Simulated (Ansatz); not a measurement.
A: NbN (rock salt), a = b = c = 4.421 Å, α = β = γ = 90.00°
B: TiC (rock salt), a = b = c = 4.3330 Å, α = β = γ = 90.00°
C: Ni (fcc, Cu type), a = b = c = 3.5184 Å, α = β = γ = 90.00°

Scan: energy against volume (even scaling of the relaxed cell, symmetry kept). One method and one kind of scan serve all of them; meshes and ranges differ. All were relaxed with their symmetry unable to fall. NbN is run without spin polarisation. Relaxed Ni ends ferromagnetic. This is a high-temperature form of NbN. TiC is run without spin polarisation. The magnetic order is the one the run started from; other orders were not tried. (This holds for the magnetic or f-shell members.)

Rank these by bulk modulus (fitted) (lowest first), as PBE (plane waves to 420 eV, PAW, scalar-relativistic; Ansatz, a quantum-chemistry and plane-wave program) gives it.

C (198 GPa), B (250 GPa), A (307 GPa)

(Under strain, the slope of the energy per volume gives the stress and its curvature an elastic modulus.)
